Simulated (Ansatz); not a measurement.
A relaxed cell of Si (Fd-3m (No. 227)), relaxed on a k-mesh at least as fine as the one used below. These are r2SCAN (plane waves to 500 eV, PAW, scalar-relativistic; Ansatz, a program for electronic structure) values and carry that method's errors. Γ-centred k-mesh 7×7×7 on the run's cell (coarser than for final values), Fermi–Dirac smearing 0.05 eV.

```
Si
1.0
    0.00000     2.72216     2.72216
    2.72216     0.00000     2.72216
    2.72216     2.72216     0.00000
Si
2
Cartesian
  2.72216   2.72216   2.72216
  4.08323   4.08323   4.08323
```

The atoms are displaced by (Å):

| atom | ux | uy | uz |
|---|---|---|---|
| Si1 | -0.133 | -0.122 | -0.079 |
| Si2 | 0.012 | -0.130 | 0.136 |

What forces (eV/Å) and pressure result?


```json
[
 {"atom": "Si1", "Fx": "2.05", "Fy": "-1.29", "Fz": "2.84"},
 {"atom": "Si2", "Fx": "-2.05", "Fy": "1.29", "Fz": "-2.84"}
]
```

Pressure +2.4 GPa.

Estimate the energy cost of the displacement in the harmonic approximation and compare with the calculation.

For a harmonic well ΔE = −½ Σ F·u = 0.459 eV a cell, or 229 meV/atom. The calculated energy relative to the undisplaced cell is +0.23 eV/atom, so the harmonic estimate holds well.

No spin polarisation in the result.

The run that gave the undisplaced cell could not lose the symmetry of its start; a randomly shaken copy of 2 atoms returns to this structure.
